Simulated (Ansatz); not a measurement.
A geometry of WSe2 away from equilibrium: step 3 of the relaxation of a relaxed WSe2 cell stretched uniformly to 115 % of its volume. Calculation: r2SCAN (plane waves to 500 eV, PAW, scalar-relativistic; Ansatz, a first-principles code). Γ-centred k-mesh 8×8×2 on the run's cell (coarser than for final values), Fermi–Dirac smearing 0.05 eV. The plane waves were selected for a different cell earlier on the path.

```yaml
crystal:
  lattice:
    - [3.27213, 0.00000, 0.00000]
    - [-1.63606, 2.83375, 0.00000]
    - [0.00000, 0.00000, 13.88712]
  atoms:
    - { symbol: W, position: [0.33333, 0.66667, 0.25000] }
    - { symbol: W, position: [0.66667, 0.33333, 0.75000] }
    - { symbol: Se, position: [0.33333, 0.66667, 0.62679] }
    - { symbol: Se, position: [0.66667, 0.33333, 0.12679] }
    - { symbol: Se, position: [0.66667, 0.33333, 0.37321] }
    - { symbol: Se, position: [0.33333, 0.66667, 0.87321] }
```

Problem. What forces act on the atoms (eV/Å)?

Solution. 
```json
[
 {"atom": "W1", "Fx": "0.00", "Fy": "0.00", "Fz": "0.00"},
 {"atom": "W2", "Fx": "0.00", "Fy": "0.00", "Fz": "0.00"},
 {"atom": "Se3", "Fx": "0.00", "Fy": "0.00", "Fz": "0.59"},
 {"atom": "Se4", "Fx": "0.00", "Fy": "0.00", "Fz": "0.59"},
 {"atom": "Se5", "Fx": "0.00", "Fy": "0.00", "Fz": "-0.59"},
 {"atom": "Se6", "Fx": "0.00", "Fy": "0.00", "Fz": "-0.59"}
]
```

The path ends in P6₃/mmc (No. 194) (AFLOW prototype AB2_hP6_194_c_f (C7, as in MoS2)). No spin polarisation in the result. Without a van der Waals term the distances between weakly bound units are poorly fixed.

The run could not lose the symmetry of its start.

Without dispersion the volume is uncertain too.
